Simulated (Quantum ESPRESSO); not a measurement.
**Band energies of CsNbP2O8**

```
CELL_PARAMETERS angstrom
      4.37066    -2.63068     0.00000
      4.37066     2.63068     0.00000
     -0.52145     0.00000     8.75808
ATOMIC_POSITIONS crystal
  O  0.31352 0.78292 0.34822
  O  0.68648 0.21708 0.65178
  O  0.21708 0.68648 0.65178
  O  0.78292 0.31352 0.34822
  O  0.78677 0.78677 0.41815
  O  0.21323 0.21323 0.58185
  O  0.67981 0.67981 0.14329
  O  0.32019 0.32019 0.85671
  P  0.35660 0.35660 0.69525
  P  0.64340 0.64340 0.30475
  Nb 0.00000 0.00000 0.50000
  Cs 0.00000 0.00000 0.00000
```

norm-conserving PBEsol (Quantum ESPRESSO, 84 Ry, no spin-orbit coupling); path ΓYFLI,I1ZF1,YX1,XΓN,MΓ; energies in eV from the valence-band maximum.

| k (1/Å) | point | band 36 | band 37 | band 38 | band 39 | band 40 | band 41 | band 42 | band 43 |
|---|---|---|---|---|---|---|---|---|---|
| 0.00 | Γ | -0.58 | -0.37 | -0.25 | -0.17 | -0.14 | 2.65 | 2.85 | 3.12 |
| 0.48 |  | -0.84 | -0.72 | -0.22 | -0.22 | -0.02 | 2.77 | 3.14 | 3.55 |
| 0.72 | Y | -0.91 | -0.87 | -0.20 | -0.14 | 0.00 | 2.75 | 3.13 | 3.75 |
| 0.72 | F | -0.91 | -0.65 | -0.29 | -0.21 | -0.01 | 2.76 | 3.13 | 3.76 |
| 0.77 | L | -0.91 | -0.64 | -0.30 | -0.21 | -0.01 | 2.76 | 3.14 | 3.76 |
| 0.77 | I | -1.35 | -0.55 | -0.32 | -0.29 | -0.20 | 3.26 | 3.44 | 3.47 |
| 1.59 | I1 | -1.35 | -0.55 | -0.32 | -0.29 | -0.20 | 3.26 | 3.44 | 3.47 |
| 2.20 |  | -0.59 | -0.53 | -0.40 | -0.15 | -0.13 | 2.87 | 2.89 | 3.25 |
| 2.40 | Z | -0.56 | -0.40 | -0.39 | -0.17 | -0.06 | 2.68 | 2.86 | 3.13 |
| 2.57 |  | -0.61 | -0.44 | -0.36 | -0.18 | -0.05 | 2.74 | 3.01 | 3.12 |
| 3.10 | F1 | -0.91 | -0.65 | -0.29 | -0.21 | -0.01 | 2.76 | 3.13 | 3.76 |
| 3.10 | Y | -0.91 | -0.87 | -0.20 | -0.14 | 0.00 | 2.75 | 3.13 | 3.75 |
| 3.29 |  | -1.17 | -0.74 | -0.30 | -0.16 | -0.06 | 2.99 | 3.17 | 3.67 |
| 3.48 | X1 | -1.35 | -0.69 | -0.39 | -0.23 | -0.13 | 3.25 | 3.39 | 3.48 |
| 3.48 | X | -1.35 | -0.69 | -0.39 | -0.23 | -0.13 | 3.25 | 3.39 | 3.48 |
| 3.68 |  | -1.22 | -0.74 | -0.33 | -0.29 | -0.17 | 3.22 | 3.27 | 3.61 |
| 4.09 |  | -0.60 | -0.51 | -0.25 | -0.24 | -0.17 | 2.85 | 2.88 | 3.25 |
| 4.29 | Γ | -0.58 | -0.37 | -0.25 | -0.17 | -0.14 | 2.65 | 2.85 | 3.12 |
| 4.64 |  | -0.74 | -0.60 | -0.33 | -0.24 | -0.16 | 2.92 | 3.12 | 3.37 |
| 4.99 | N | -0.99 | -0.79 | -0.32 | -0.21 | -0.15 | 2.96 | 3.40 | 3.63 |
| 4.99 | M | -0.99 | -0.65 | -0.27 | -0.26 | -0.22 | 2.97 | 3.41 | 3.65 |
| 5.30 |  | -0.81 | -0.62 | -0.36 | -0.20 | -0.16 | 2.94 | 3.23 | 3.45 |
| 5.76 | Γ | -0.58 | -0.37 | -0.25 | -0.17 | -0.14 | 2.65 | 2.85 | 3.12 |

The PBEsol gap is indirect, 2.65 eV, from Y to Γ; the smallest direct gap is 2.74 eV. Another valence extremum on the path lies within 0.02 eV, too close to call.

Spin-orbit splittings are left out.

Geometry of the Materials Project entry, not relaxed at this level.
